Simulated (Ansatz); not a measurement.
Starting cell, TiO (space group C2/m):

```
CELL_PARAMETERS angstrom
      4.56291    -2.04250     0.00000
      4.56291     2.04250     0.00000
     -1.70151     0.00000     5.44157
ATOMIC_POSITIONS crystal
  Ti 0.65345 0.65345 0.32312
  Ti 0.34655 0.34655 0.67688
  Ti 0.66636 0.66636 0.83277
  Ti 0.33364 0.33364 0.16723
  Ti 0.00000 0.00000 0.50000
  O  0.50000 0.50000 0.00000
  O  0.83212 0.83212 0.16875
  O  0.16788 0.16788 0.83125
  O  0.83133 0.83133 0.65862
  O  0.16867 0.16867 0.34138
```

The atoms are displaced by Q × the pattern below (from a DFPT mode at Γ, largest move 1; Q in Å), at fixed cell.

| atom | x | y | z |
|---|---|---|---|
| Ti1 | 0.000 | -0.005 | 0.000 |
| Ti2 | 0.000 | -0.005 | 0.000 |
| Ti3 | 0.000 | -0.294 | 0.000 |
| Ti4 | 0.000 | -0.294 | 0.000 |
| Ti5 | 0.000 | 0.039 | 0.000 |
| O6 | 0.000 | 0.008 | 0.000 |
| O7 | 0.000 | 1.000 | 0.000 |
| O8 | 0.000 | 1.000 | 0.000 |
| O9 | 0.000 | -0.170 | 0.000 |
| O10 | 0.000 | -0.170 | 0.000 |

Computed with LDA (plane waves to 420 eV, PAW, scalar-relativistic; Ansatz, a program for electronic structure). k mesh 12×12×8 (Γ-centred), Fermi-Dirac smearing 0.05 eV. The energy includes the smearing's −TS. With partly filled bands, energies and forces of such displacements shift with the k mesh and the smearing. TiO is run without spin polarisation and with no Hubbard U. TiO was relaxed with its symmetry unable to fall. ΔE is measured from the undisplaced structure.

Problem. Predict the ΔE (meV/cell) at Q (Å) = -0.067, -0.050, -0.033, 0.033, 0.050, 0.083.

Solution. 
| Q (Å) | ΔE (meV/cell) |
|---|---|
| -0.067 | 87 |
| -0.050 | 49 |
| -0.033 | 22 |
| 0.033 | 22 |
| 0.050 | 49 |
| 0.083 | 137 |

(For displaced atoms, the force is minus the slope of the energy, and its curvature is a force constant, which sets phonon frequencies.)
